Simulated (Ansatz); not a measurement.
Zr₃N₄:
```
Zr3N4
1.0
   -3.32852     3.32852     3.32852
    3.32852    -3.32852     3.32852
    3.32852     3.32852    -3.32852
N Zr
8 6
Direct
  0.14350   0.14350   0.14350
  0.85650   0.50000   0.00000
  0.50000   0.00000   0.35650
  0.00000   0.85650   0.50000
  0.35650   0.50000   0.00000
  0.64350   0.64350   0.64350
  0.00000   0.35650   0.50000
  0.50000   0.00000   0.85650
  0.25000   0.62500   0.37500
  0.37500   0.25000   0.62500
  0.75000   0.87500   0.12500
  0.12500   0.75000   0.87500
  0.62500   0.37500   0.25000
  0.87500   0.12500   0.75000
```

Tensor components refer to the Cartesian frame of this cell.

**Question.** Give the proper piezoelectric stress tensor with relaxed ions from LDA in the plane-wave PAW code Ansatz.

**Answer.** In C/m², rows x, y, z, Voigt columns; mesh uncertainty up to 0.02.
```
 0.00   0.00   0.00  -1.12   0.00   0.00
 0.00   0.00   0.00   0.00  -1.12   0.00
 0.00   0.00   0.00   0.00   0.00  -1.12
```

The elastic tensor of the same run (GPa):

```
472  164  164  0.0  0.0  0.0
164  472  164  0.0  0.0  0.0
164  164  472  0.0  0.0  0.0
0.0  0.0  0.0  153  0.0  0.0
0.0  0.0  0.0  0.0  153  0.0
0.0  0.0  0.0  0.0  0.0  153
```

**Question.** Convert to strain constants d = e·S.

**Answer.** In pC/N:
```
 0.0   0.0   0.0  -7.3   0.0   0.0
 0.0   0.0   0.0   0.0  -7.3   0.0
 0.0   0.0   0.0   0.0   0.0  -7.3
```

Space group I-43d. The LDA relaxation kept the symmetry of its start. No spin polarisation was allowed. Signs of piezoelectric constants follow the polarity of the cell as given.

Potentials: the later of the program's two PAW sets.
